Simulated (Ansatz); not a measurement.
Consider the following.

BN:
```
CELL_PARAMETERS angstrom
      2.50011     0.00000     0.00000
     -1.25005     2.16516     0.00000
      0.00000     0.00000     4.02234
ATOMIC_POSITIONS crystal
  B  0.00000 0.00000 0.00000
  B  0.00000 0.00000 0.50000
  N  0.33333 0.66667 0.25000
  N  0.66667 0.33333 0.75000
```

This is the PBE-relaxed structure. Tensor components refer to the Cartesian frame of this cell.

Question: All from PBE (plane waves, PAW; program Ansatz), unless another level is named. Predict the highest zone-centre frequency (without LO–TO term).

Answer: 1098 cm⁻¹.

Question: Next, the bulk modulus (Birch–Murnaghan fit)?

Answer: 369 GPa.

Question: And the elastic constants (relaxed ions, GPa)?

Answer: C11 = 646, C12 = 392, C13 = 35.5, C33 = 1120, C44 = -58.1.

Space group P6_3/mmc (NiAs type). A made-up cell: these elements were put on the sites of a structure type. Its sites differ from those of the usual phase in this space group: another stacking or structure type. The cell was relaxed with PBE under the symmetry of its start. At this level the phase is dynamically unstable (imaginary phonons). Its formation energy is positive at this level, so the cell may be metastable or incomplete.

Potentials: the later of the program's two PAW sets.
